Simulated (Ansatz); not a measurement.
**Data sheet: ZnInGaO$_{4}$ (DFT)**

ZnInGaO4:
```xyz
7
Lattice="1.6576 0.9570 8.5841 -1.6576 0.9570 8.5841 0.0000 -1.9140 8.5841" Properties=species:S:1:pos:R:3 pbc="T T T"
Zn     0.0000     0.0000     5.6318
In     0.0000     0.0000     0.0759
Ga     0.0000     0.0000    20.2705
O      0.0000     0.0000     7.5997
O      0.0000     0.0000    18.3160
O      0.0000     0.0000     3.1203
O      0.0000     0.0000    22.2429
```

Space group R3m (No. 160); conventional cell a = b = 3.315 Å, c = 25.752 Å, α = β = 90.00°, γ = 120.00°.

Method: DFT-PBEsol in the program Ansatz with PAW potentials. Structure relaxed to zero pressure with the same functional. Other levels are named where they apply.

Cell and energy:

```yaml
volume_per_atom: 11.67 Å³
density: 6.38 g/cm³
Formation energy from the elements (no fitted shifts): -1.66 eV/atom
```

Electronic structure:

```yaml
band_gap: 1.17 eV (direct)
valence_band_maximum: at Γ
conduction_band_minimum: at Γ
electron_effective_mass: 0.18, 0.19, 0.19 mₑ (principal values)
Electron effective mass with spin–orbit coupling: 0.18, 0.19, 0.19 mₑ (principal values)
Hole effective mass, band 1 of 2 at the edge: 2.1 along x (mₑ)
Hole effective mass, band 2 of 2 at the edge: 0.40 along x (mₑ)
Hole effective mass with spin–orbit coupling: 0.68 along x (mₑ)
HSE06 gap on the PBEsol cell: 2.98 eV
Gap with spin–orbit coupling: 1.15 eV
```

Mechanics:

```yaml
Bulk modulus (Birch–Murnaghan fit): 171 GPa
Pressure derivative B′: 4.5
Elastic constants (relaxed ions, GPa): C11 = 251, C12 = 140, C13 = 125, C14 = -8.6, C33 = 258, C44 = 60.8
mechanical_stability: stable (all eigenvalues of C positive)
hill_bulk_and_shear_moduli: 171 and 59.5 GPa
Young's modulus: 160 GPa
Poisson's ratio: 0.34
debye_temperature_from_the_elastic_constants: 450 K
Piezoelectric stress constants (proper, relaxed ions, C/m²): e15 = e24 = -0.22, e16 = e21 = 0.21, e22 = -0.21, e31 = e32 = -0.29, e33 = 0.66
```

Dielectric response:

```yaml
Electronic dielectric constant ε∞ (DFPT): 4.63 (xx = yy), 4.61 (zz)
Static dielectric constant ε0 (ions relaxed, cell fixed): 10.2 (xx = yy), 14.2 (zz)
Born charges (a third of the trace): Zn +2.19, In +3.20, Ga +3.04, O -2.12 to -2.08 e
```

Phonons:

```yaml
Highest zone-centre frequency (without LO–TO term): 625 cm⁻¹
zone_centre_stability: no imaginary mode at Γ
```

The cell was relaxed with PBEsol under the symmetry of its start. Signs of piezoelectric constants follow the polarity of the cell as given. The references are the lowest solids computed at this level, not always the standard phases (solids in place of the gases). Scalar-relativistic: spin–orbit coupling is off unless named, which matters more the heavier the elements.

Potentials: the earlier of the program's two PAW sets. The files were generated under PBE; for other functionals the program regenerates the frozen cores, and for LDA and PBEsol the local potential too.
